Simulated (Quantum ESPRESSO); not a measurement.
# ScSn2Mo2In2Ta: finding a planted mistake in a log

Simulated, not a measurement. The program is pw.x of Quantum ESPRESSO 7.5 (plane-wave density functional theory). The cell is made up: eight metal atoms on a hexagonal close-packed lattice, with elements, volume, strain and displacements drawn at random and not relaxed, so it may be unstable or far from any real phase. PseudoDojo standard norm-conserving files set the functional (PBE unless stated); there is no spin polarisation or spin-orbit coupling, the Fermi-Dirac width of 0.25 eV means electrons at about 2900 K, and the masses in the input are unused placeholders. The tin pseudopotential is less sure than most, with forces differing by about three percent from a second method on plain tin. Heavy elements are run without spin-orbit coupling, which real alloys of them have. A spin test at this wide smearing found no moment, but such smearing suppresses magnetism that the real alloy may have.

Intended input:

```
&control calculation='scf', pseudo_dir='./dojo.nc.sr.pbe.v0_5.standard.upf', outdir='./o', disk_io='minimal', tprnfor=.true., tstress=.true. /
&system ibrav=0, nat=8, ntyp=5, nbnd=66, ecutwfc=79.96652505, nosym=.true., tot_charge=0,
 occupations='smearing', smearing='fd', degauss=0.0183746611
/
&electrons conv_thr=1.470e-08, electron_maxstep=70, mixing_beta=0.5 /
ATOMIC_SPECIES
In 1.0 In.upf
Mo 1.0 Mo.upf
Sc 1.0 Sc.upf
Sn 1.0 Sn.upf
Ta 1.0 Ta.upf
CELL_PARAMETERS angstrom
3.1063 0.0 5.1341
3.1063 0.0 -5.1341
-3.1063 5.3802 0.0
ATOMIC_POSITIONS angstrom
Sc -0.0253 0.0099 -0.0126
Sn -1.5902 2.6703 0.05
Mo 3.0604 1.8009 -2.5834
In 1.5314 4.4377 -2.4782
In 3.0356 0.0216 0.0002
Sn 1.5388 2.6807 -0.0201
Ta 3.1459 1.8125 2.6026
Mo 1.3992 4.4402 2.5978
K_POINTS automatic
5 5 4 1 1 1
```

The log is shortened where brackets say so; the opening notice, blank lines, dates and the lines on written files are dropped, and the path of the files is cut. It prints rydbergs, bohrs and kilobars, and counts compression as positive stress. Its total energy is the free energy E - TS of the whole cell.

Log of the intended run:

```
     Program PWSCF v.7.5
     Parallel version (MPI & OpenMP), running on       4 processor cores
     Number of MPI processes:                 4
     Threads/MPI process:                     1
     [start-up lines left out]
     bravais-lattice index     =            0
     lattice parameter (alat)  =      11.3396  a.u.
     unit-cell volume          =    1158.0645 (a.u.)^3
     number of atoms/cell      =            8
     number of atomic types    =            5
     number of electrons       =       106.00
     number of Kohn-Sham states=           66
     kinetic-energy cutoff     =      79.9665  Ry
     charge density cutoff     =     319.8661  Ry
     scf convergence threshold =      1.5E-08
     mixing beta               =       0.5000
     number of iterations used =            8  plain     mixing
     Exchange-correlation= PBE
                           (   1   4   3   4   0   0   0)
     [axes and pseudopotential details left out]
   Cartesian axes
     site n.     atom                  positions (alat units)
         1        Sc     tau(   1) = (  -0.0042162   0.0016498  -0.0020998  )
         2        Sn     tau(   2) = (  -0.2650036   0.4450000   0.0083324  )
         3        Mo     tau(   3) = (   0.5100094   0.3001163  -0.4305183  )
         4        In     tau(   4) = (   0.2552047   0.7395337  -0.4129870  )
         5        In     tau(   5) = (   0.5058765   0.0035996   0.0000333  )
         6        Sn     tau(   6) = (   0.2564379   0.4467332  -0.0033496  )
         7        Ta     tau(   7) = (   0.5242578   0.3020494   0.4337180  )
         8        Mo     tau(   8) = (   0.2331738   0.7399503   0.4329181  )
     number of k points=    50  Fermi-Dirac smearing, width (Ry)=  0.0184
                       cart. coord. in units 2pi/alat
        k(    1) = (   0.1931775   0.2509482   0.0000000), wk =   0.0400000
        k(    2) = (   0.1931775   0.5297795   0.0000000), wk =   0.0400000
     [further k points left out]
     Dense  grid:   111895 G-vectors     FFT dimensions: (  72,  72,  72)
     Estimated max dynamical RAM per process >     391.21 MB
     Estimated total dynamical RAM >       1.45 GB
     Initial potential from superposition of free atoms
     starting charge     105.9827, renormalised to     106.0000
     Starting wfcs are   76 randomized atomic wfcs
     total cpu time spent up to now is        7.3 secs
     per-process dynamical memory:   294.9 Mb
     Self-consistent Calculation
     iteration #  1     ecut=    79.97 Ry     beta= 0.50
     Davidson diagonalization with overlap
     ethr =  1.00E-02,  avg # of iterations =  2.2
     total cpu time spent up to now is       21.4 secs
     total energy              =   -1088.45080523 Ry
     estimated scf accuracy    <       1.13840391 Ry
     iteration #  2     ecut=    79.97 Ry     beta= 0.50
     Davidson diagonalization with overlap
     ethr =  1.07E-03,  avg # of iterations =  5.8
     total cpu time spent up to now is       39.8 secs
     total energy              =   -1088.00593012 Ry
     estimated scf accuracy    <      12.03692724 Ry
     [iterations 3 to 12 left out]
     iteration # 13     ecut=    79.97 Ry     beta= 0.50
     Davidson diagonalization with overlap
     ethr =  1.12E-10,  avg # of iterations =  5.9
     total cpu time spent up to now is      215.0 secs
     total energy              =   -1089.04425945 Ry
     estimated scf accuracy    <       0.00000002 Ry
     iteration # 14     ecut=    79.97 Ry     beta= 0.50
     Davidson diagonalization with overlap
     ethr =  2.18E-11,  avg # of iterations =  2.2
     total cpu time spent up to now is      229.0 secs
     End of self-consistent calculation
     [lines on levels left out]
!    total energy              =   -1089.04425945 Ry
     estimated scf accuracy    <          4.9E-09 Ry
     smearing contrib. (-TS)   =      -0.10686460 Ry
     internal energy E=F+TS    =   -1088.93739484 Ry
     The total energy is F=E-TS. E is the sum of the following terms:
     one-electron contribution =    -252.10308946 Ry
     hartree contribution      =     191.76653059 Ry
     xc contribution           =    -255.20762846 Ry
     ewald contribution        =    -773.39320751 Ry
     convergence has been achieved in  14 iterations
     Forces acting on atoms (cartesian axes, Ry/au):
     atom    1 type  3   force =    -0.00177463    0.00634151    0.02012128
     atom    2 type  4   force =     0.00702463   -0.00642225   -0.03353480
     atom    3 type  2   force =    -0.00384593    0.00099122    0.01057050
     atom    4 type  1   force =    -0.01133863    0.02911553   -0.01584183
     atom    5 type  1   force =     0.00410480   -0.00497738   -0.00364263
     atom    6 type  4   force =    -0.00949967   -0.00830969    0.04311883
     atom    7 type  5   force =    -0.00518909   -0.02379150   -0.02261788
     atom    8 type  2   force =     0.02051852    0.00705255    0.00182653
     Total force =     0.081671     Total SCF correction =     0.000154
     Computing stress (Cartesian axis) and pressure
          total   stress  (Ry/bohr**3)                   (kbar)     P=      -69.32
  -0.00043362   0.00006760  -0.00003528          -63.79        9.94       -5.19
   0.00006760  -0.00041113   0.00001722            9.94      -60.48        2.53
  -0.00003528   0.00001722  -0.00056897           -5.19        2.53      -83.70
     init_run     :      6.92s CPU      7.16s WALL (       1 calls)
     electrons    :    220.72s CPU    221.73s WALL (       1 calls)
     forces       :      1.86s CPU      1.89s WALL (       1 calls)
     stress       :      6.28s CPU      6.45s WALL (       1 calls)
     [timing details left out]
     PWSCF        :   3m55.96s CPU   3m57.44s WALL
     JOB DONE.
```

A second run was made from an input with one planted mistake. Its log:

```
     Program PWSCF v.7.5
     Parallel version (MPI & OpenMP), running on       4 processor cores
     Number of MPI processes:                 4
     Threads/MPI process:                     1
     [start-up lines left out]
     bravais-lattice index     =            0
     lattice parameter (alat)  =      11.3396  a.u.
     unit-cell volume          =    1158.0645 (a.u.)^3
     number of atoms/cell      =            8
     number of atomic types    =            5
     number of electrons       =       106.00
     number of Kohn-Sham states=           66
     kinetic-energy cutoff     =      79.9665  Ry
     charge density cutoff     =     319.8661  Ry
     scf convergence threshold =      1.5E-08
     mixing beta               =       0.5000
     number of iterations used =            8  plain     mixing
     Exchange-correlation= PBESOL
                           (   1   4  10   8   0   0   0)
     [axes and pseudopotential details left out]
   Cartesian axes
     site n.     atom                  positions (alat units)
         1        Sc     tau(   1) = (  -0.0042162   0.0016498  -0.0020998  )
         2        Sn     tau(   2) = (  -0.2650036   0.4450000   0.0083324  )
         3        Mo     tau(   3) = (   0.5100094   0.3001163  -0.4305183  )
         4        In     tau(   4) = (   0.2552047   0.7395337  -0.4129870  )
         5        In     tau(   5) = (   0.5058765   0.0035996   0.0000333  )
         6        Sn     tau(   6) = (   0.2564379   0.4467332  -0.0033496  )
         7        Ta     tau(   7) = (   0.5242578   0.3020494   0.4337180  )
         8        Mo     tau(   8) = (   0.2331738   0.7399503   0.4329181  )
     number of k points=    50  Fermi-Dirac smearing, width (Ry)=  0.0184
                       cart. coord. in units 2pi/alat
        k(    1) = (   0.1931775   0.2509482   0.0000000), wk =   0.0400000
        k(    2) = (   0.1931775   0.5297795   0.0000000), wk =   0.0400000
     [further k points left out]
     Dense  grid:   111895 G-vectors     FFT dimensions: (  72,  72,  72)
     Estimated max dynamical RAM per process >     391.21 MB
     Estimated total dynamical RAM >       1.45 GB
     Initial potential from superposition of free atoms
     starting charge     105.9843, renormalised to     106.0000
     Starting wfcs are   76 randomized atomic wfcs
     total cpu time spent up to now is        7.4 secs
     per-process dynamical memory:   294.9 Mb
     Self-consistent Calculation
     iteration #  1     ecut=    79.97 Ry     beta= 0.50
     Davidson diagonalization with overlap
     ethr =  1.00E-02,  avg # of iterations =  2.2
     total cpu time spent up to now is       21.8 secs
     total energy              =   -1086.91198373 Ry
     estimated scf accuracy    <       1.18056227 Ry
     iteration #  2     ecut=    79.97 Ry     beta= 0.50
     Davidson diagonalization with overlap
     ethr =  1.11E-03,  avg # of iterations =  5.9
     total cpu time spent up to now is       40.5 secs
     total energy              =   -1086.45250982 Ry
     estimated scf accuracy    <      12.36924137 Ry
     [iterations 3 to 12 left out]
     iteration # 13     ecut=    79.97 Ry     beta= 0.50
     Davidson diagonalization with overlap
     ethr =  8.55E-11,  avg # of iterations =  5.6
     total cpu time spent up to now is      216.9 secs
     total energy              =   -1087.52418939 Ry
     estimated scf accuracy    <       0.00000002 Ry
     iteration # 14     ecut=    79.97 Ry     beta= 0.50
     Davidson diagonalization with overlap
     ethr =  1.64E-11,  avg # of iterations =  2.1
     total cpu time spent up to now is      230.7 secs
     End of self-consistent calculation
     [lines on levels left out]
!    total energy              =   -1087.52418939 Ry
     estimated scf accuracy    <          4.5E-09 Ry
     smearing contrib. (-TS)   =      -0.10738156 Ry
     internal energy E=F+TS    =   -1087.41680783 Ry
     The total energy is F=E-TS. E is the sum of the following terms:
     one-electron contribution =    -252.62034581 Ry
     hartree contribution      =     191.31110890 Ry
     xc contribution           =    -252.71436342 Ry
     ewald contribution        =    -773.39320751 Ry
     convergence has been achieved in  14 iterations
     Forces acting on atoms (cartesian axes, Ry/au):
     atom    1 type  3   force =    -0.00144509    0.00655686    0.01892910
     atom    2 type  4   force =     0.00690635   -0.00678703   -0.03312881
     atom    3 type  2   force =    -0.00499242    0.00297812    0.01098201
     atom    4 type  1   force =    -0.01000081    0.02712314   -0.01489291
     atom    5 type  1   force =     0.00402338   -0.00444591   -0.00379108
     atom    6 type  4   force =    -0.00954347   -0.00873805    0.04212788
     atom    7 type  5   force =    -0.00330974   -0.02309889   -0.02255953
     atom    8 type  2   force =     0.01836180    0.00641177    0.00233333
     Total force =     0.078970     Total SCF correction =     0.000139
     Computing stress (Cartesian axis) and pressure
          total   stress  (Ry/bohr**3)                   (kbar)     P=     -110.75
  -0.00071824   0.00006663  -0.00003618         -105.66        9.80       -5.32
   0.00006663  -0.00069662   0.00001733            9.80     -102.48        2.55
  -0.00003618   0.00001733  -0.00084369           -5.32        2.55     -124.11
     init_run     :      6.96s CPU      7.20s WALL (       1 calls)
     electrons    :    222.49s CPU    223.35s WALL (       1 calls)
     forces       :      1.82s CPU      1.85s WALL (       1 calls)
     stress       :      6.44s CPU      6.62s WALL (       1 calls)
     [timing details left out]
     PWSCF        :   3m57.94s CPU   3m59.28s WALL
     JOB DONE.
```

Question: the log repeats what the program read. Compare it with the intended run: what was wrong in the second input?

Answer: the files are those of another functional. The input lines that differ:

```
- &control calculation='scf', pseudo_dir='./dojo.nc.sr.pbe.v0_5.standard.upf', outdir='./o', disk_io='minimal', tprnfor=.true., tstress=.true. /
+ &control calculation='scf', pseudo_dir='./dojo.nc.sr.pbesol.v0_4_1.standard.upf', outdir='./o', disk_io='minimal', tprnfor=.true., tstress=.true. /
```

|  | intended run | run with the mistake |
| --- | --- | --- |
| free energy (eV) | -14817.202 | -14796.520 |
| entropy term -TS, part of it (eV) | -1.454 | -1.461 |
| pressure (GPa) | -6.93 | -11.07 |
| size of the largest force component (eV/Å) | 1.109 | 1.083 |
| largest change of a force component (eV/Å) |  | 0.055 |
| iterations | 14 | 14 |

For scale, a rerun of the intended cell at a higher cutoff and on a denser mesh moved values by no more than 0.003 eV in energy, 0.02 GPa in stress and 0.006 eV/Å in force, and a second program with other atomic files agreed on that cell to 2 % rms in force and 0.5 GPa in pressure. Files of another functional or element have another zero of energy, so the energy change says nothing on stability.